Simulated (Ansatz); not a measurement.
SrO:
```cif
data_O4Sr4
_chemical_formula_sum 'Sr4 O4'
_space_group_name_H-M_alt 'Fm-3m'
_space_group_IT_number 225
_space_group_name_Hall '-F 4 2 3'
_cell_length_a 5.19497
_cell_length_b 5.19497
_cell_length_c 5.19497
_cell_angle_alpha 90.000
_cell_angle_beta 90.000
_cell_angle_gamma 90.000
loop_
_atom_site_label
_atom_site_type_symbol
_atom_site_symmetry_multiplicity
_atom_site_Wyckoff_symbol
_atom_site_fract_x
_atom_site_fract_y
_atom_site_fract_z
_atom_site_occupancy
Sr1 Sr 4 a 0.00000 0.00000 0.00000 1
O1 O 4 b 0.50000 0.50000 0.50000 1
```
(The calculation used a cell of 2 atoms; values per cell refer to that cell.)

Relaxed with PBE.

Q: Tabulate the valence density and the electron localisation function along the shortest Sr–O contact (2.60 Å), PBE (plane waves, PAW; program Ansatz).

A: 

| distance from Sr (Å) | density (e/Å³) | ELF |
|---|---|---|
| 0.26 | 2.13 | 0.20 |
| 0.39 | 2.68 | 0.56 |
| 0.52 | 2.66 | 0.78 |
| 0.65 | 2.15 | 0.85 |
| 0.78 | 1.46 | 0.85 |
| 0.91 | 0.87 | 0.78 |
| 1.04 | 0.49 | 0.50 |
| 1.17 | 0.29 | 0.18 |
| 1.30 | 0.22 | 0.09 |
| 1.43 | 0.23 | 0.14 |
| 1.56 | 0.31 | 0.37 |
| 1.69 | 0.49 | 0.65 |
| 1.82 | 0.84 | 0.78 |
| 1.95 | 1.52 | 0.82 |
| 2.08 | 2.77 | 0.81 |
| 2.21 | 4.53 | 0.72 |
| 2.34 | 6.21 | 0.54 |

The density is the valence pseudo-density with augmentation charge, so density and ELF within about 1 Å of a nucleus are not all-electron values.

The PBE relaxation kept the symmetry of its start; phonons on a q-mesh show no instability.

Potentials: the later of the program's two PAW sets.
